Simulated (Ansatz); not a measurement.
Ga$_{2}$O$_{3}$:
Space group P-3m1 (No. 164); a = 2.991 Å, b = 2.991 Å, c = 6.841 Å, α = 90.00°, β = 90.00°, γ = 120.00°

```
atom  site  symmetry       x       y       z
----  ----  --------  ------  ------  ------
Ga      2d       3m.  0.3333  0.6667  0.2041
O       1a      -3m.  0.0000  0.0000  0.0000
O       2d       3m.  0.6667  0.3333  0.3086
```

Relaxed with r²SCAN. r²SCAN in the plane-wave PAW code Ansatz gives a gap of 3.13 eV.

Problem. What gap does HSE06 give on the same cell (Ansatz, PAW)?

Solution. 4.18 eV, 1.06 eV more. The hybrid was solved on a coarser mesh and at special points; its gap is the smallest among all of these.

```csv
k,v1 r²SCAN,c1 r²SCAN,v1 HSE06,c1 HSE06
Γ,0.00,3.13,0.00,4.18
A,-0.93,4.10,?,?
K,-0.77,7.65,?,?
H,-0.93,7.70,-0.92,8.99
M,-0.68,5.16,?,?
L,-0.28,5.40,?,?
```

Problem. Top valence (v1) and lowest conduction level (c1) in eV from each method's valence maximum (which need not be a listed point): supply the withheld HSE06 values.

Solution. 
- L, v1 HSE06: -0.32
- L, c1 HSE06: 6.53
- K, v1 HSE06: -0.76
- K, c1 HSE06: 8.93
- M, v1 HSE06: -0.74
- M, c1 HSE06: 6.28
- A, v1 HSE06: -0.90
- A, c1 HSE06: 5.16

Cost on shared cores: the r²SCAN run (SCF on a 11×11×4 mesh, then bands and DOS) about 30 core-seconds (a rough figure), the HSE06 run (SCF on 6×6×3, then a few points) roughly 90 core-seconds; the tasks are unlike.

The cell is a constructed one: a structure type filled with these elements; neither database checked (COD, Materials Project) lists it. It is not the phase usual at ambient conditions (space group No. 12, 167). The cell was relaxed with r²SCAN under the symmetry of its start. At this level the phase is mechanically unstable. Scalar-relativistic: spin–orbit coupling is off unless named, which matters more the heavier the elements.

Potentials: the earlier of the program's two PAW sets.
